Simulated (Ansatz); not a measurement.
MgBr2 (CdI2 type)

```
CELL_PARAMETERS angstrom
      3.82788     0.00000     0.00000
     -1.91394     3.31504     0.00000
      0.00000     0.00000     6.26170
ATOMIC_POSITIONS crystal
  Mg 0.00000 0.00000 0.00000
  Br 0.33333 0.66667 0.23946
  Br 0.66667 0.33333 0.76054
```

Two coordinates are scanned: the volume, and the ratio of the stretch along z (the conventional c axis) to the stretch across it. Atoms keep their fractional coordinates.

Level of theory: r2SCAN+rVV10 (plane waves to 500 eV, PAW, scalar-relativistic; Ansatz, a quantum-chemistry and plane-wave program). k mesh 10×10×6 (Γ-centred), Fermi-Dirac smearing 0.05 eV. Energies are smeared free energies. As the atoms are clamped, bonds stretch with the cell, which overstates energies and stresses. MgBr2 was relaxed with its symmetry unable to fall. The zero of ΔE is the relaxed starting cell.

Question: Estimate the ΔE (kJ/mol of atoms) for all points of the grid V/V₀ = 0.920, 0.960, 1.000, 1.040, 1.080 by (c/a)/(c/a)₀ = 0.960, 0.980, 1.000, 1.020, 1.040.

Answer: ΔE (kJ/mol of atoms), with V/V₀ across and (c/a)/(c/a)₀ down:

| (c/a)/(c/a)₀ \ V/V₀ | 0.920 | 0.960 | 1.000 | 1.040 | 1.080 |
|---|---|---|---|---|---|
| 0.960 | 2.73 | 0.88 | 0.35 | 0.89 | 2.30 |
| 0.980 | 2.52 | 0.64 | 0.09 | 0.61 | 2.00 |
| 1.000 | 2.49 | 0.58 | 0.00 | 0.50 | 1.87 |
| 1.020 | 2.63 | 0.69 | 0.09 | 0.56 | 1.91 |
| 1.040 | 2.96 | 0.98 | 0.35 | 0.80 | 2.13 |

(Under strain, the slope of the energy per volume gives the stress and its curvature an elastic modulus.)
